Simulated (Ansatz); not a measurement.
KCl:
```xyz
2
Lattice="0.0000 3.1465 3.1465 3.1465 0.0000 3.1465 3.1465 3.1465 0.0000" Properties=species:S:1:pos:R:3 pbc="T T T"
K      0.0000     0.0000     0.0000
Cl     3.1465     3.1465     3.1465
```

Tensor components refer to the Cartesian frame of this cell.

### Question
Give the high-frequency dielectric tensor and the Born effective charge tensors of the independent atoms from DFPT, r²SCAN in the plane-wave PAW code Ansatz.

### Answer

ε∞:
```
2.25  0.00  0.00
0.00  2.25  0.00
0.00  0.00  2.25
```
Z* of atom 1 (K), rows: field, columns: displacement, in e:
```
1.11  0.00  0.00
0.00  1.11  0.00
0.00  0.00  1.11
```
Z* of atom 2 (Cl), rows: field, columns: displacement, in e:
```
-1.11   0.00   0.00
 0.00  -1.11   0.00
 0.00   0.00  -1.11
```

Static charges for comparison (Bader): K1 +0.85, Cl2 -0.85 e. Born charges measure polarisation by displacement and can exceed these by far.

Space group Fm-3m (rock salt). The r²SCAN relaxation kept the symmetry of its start.

Potentials: the later of the program's two PAW sets.
